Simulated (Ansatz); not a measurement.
The calculation used DFT, r2SCAN, plane waves (500 eV) with PAW, scalar-relativistic in Ansatz 0.2.0. (PAW data from PBE, frozen cores regenerated.)

An element in the bcc structure gives this curve. The cell is scaled uniformly from the relaxed one, with fractional coordinates and shape fixed. Energies are extrapolated to zero smearing, pressures are those at the given smearing. Magnetic state: spin not included.

```csv
V (Å³/atom),E − E₀ (meV/atom),P (GPa)
14.293,70.1,13.44
14.943,27.7,7.84
15.593,5.8,3.35
16.243,0.1,-0.26
16.892,7.4,-3.16
17.542,25.2,-5.49
18.192,51.4,-7.36
```

Task: Which element is it?
A. platinum
B. gold
C. silver
D. aluminium

Result: D. Its fit is V₀ = 16.18 Å³/atom, B₀ = 82 GPa, B₀′ = 4.5.
